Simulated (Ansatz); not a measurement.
Starting cell, CdS (zinc blende):

```
CdS
1.0
    0.00000     2.93890     2.93890
    2.93890     0.00000     2.93890
    2.93890     2.93890     0.00000
S Cd
1 1
Cartesian
  4.40835   4.40835   4.40835
  0.00000   0.00000   0.00000
```

In this cell atom 1 (S, nearest neighbour Cd at 2.545 Å; its periodic images, 4.2 Å or more away, move with it) is moved by s towards the nearest neighbour, unit vector (-0.577, -0.577, 0.577); all other atoms and the cell stay fixed.

Method: r2SCAN (plane waves to 500 eV, PAW, scalar-relativistic; Ansatz, an electronic-structure program). k mesh 8×8×8 (Γ-centred), Fermi-Dirac smearing 0.05 eV. The energy includes the smearing's −TS. CdS was relaxed with its symmetry unable to fall. The zero of ΔE is the undisplaced structure.

The scan covers s from -0.510 to 0.510 Å in 11 points.

Q: Is the energy the same for displacements of ±0.510 Å, and if not, which side lies higher?

A: Not even: the positive side lies higher at ±0.510 Å. With its periodic images moving along, the atom's site symmetry in this cell is -43m.

Q: What is the energy change at s = 0.510 Å?

A: 1400 meV/cell.

Q: What force acts on the atom along the line at s = -0.510 Å?

A: 0.678 eV/Å.

Q: What is the force constant k = d²E/ds² of this move at s = 0?

A: 4.77 eV/Å².

Q: With two atoms in the cell this is the zone-centre optical mode. What wavenumber follows (transverse: no LO-TO term)?

A: 228 cm⁻¹.

(A displaced cell: forces are minus the slopes of the energy, force constants its curvatures, and phonons follow from these.)
